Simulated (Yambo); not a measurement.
Yambo run on AgCl (rock salt, space group Fm-3m, No. 225). The wavefunctions are PBEsol (Quantum ESPRESSO, PseudoDojo norm-conserving, 82 Ry, with spin-orbit coupling) ones on a 4×4×4 mesh (26 occupied bands); a = b = c = 3.852 Å, α = β = γ = 60.00°.

Yambo input:

```
rim_cut
HF_and_locXC
RandQpts= 1000000
RandGvec= 1 Ry
EXXRLvcs= 82 Ry
VXCRLvcs= 328 Ry
% QPkrange
 1 | 1 | 24 | 28 |
 3 | 3 | 26 | 27 |
 7 | 7 | 26 | 27 |
 8 | 8 | 26 | 27 |
%
```

k points by index: 1 = Γ, 3 = L, 7 = X, 8 = W.

Resulting energies as the program prints them:

```
#    K-point    Band    Eo [eV]    Ehf [eV]    Vxc [eV]    Vnlxc [eV]
#
    1    24    -2.516782    -9.387111    -23.07815    -29.94848
    1    25    -2.516782    -9.387355    -23.07815    -29.94872
    1    26    -2.516782    -9.387221    -23.07815    -29.94859
    1    27    0.685576    5.080587    -11.37658    -6.981568
    1    28    0.685576    5.080587    -11.37658    -6.981568
    3    26    0.000000    -5.033259    -21.56327    -26.59653
    3    27    3.824052    8.263363    -9.651362    -5.212050
    7    26    -1.877240    -8.750873    -24.28200    -31.15563
    7    27    2.092743    7.018516    -11.86537    -6.939592
    8    26    -1.343454    -6.712762    -21.36790    -26.73721
    8    27    4.119814    8.984822    -13.79447    -8.929462
```
Exchange alone, without screening.

Geometry relaxed with PBEsol.
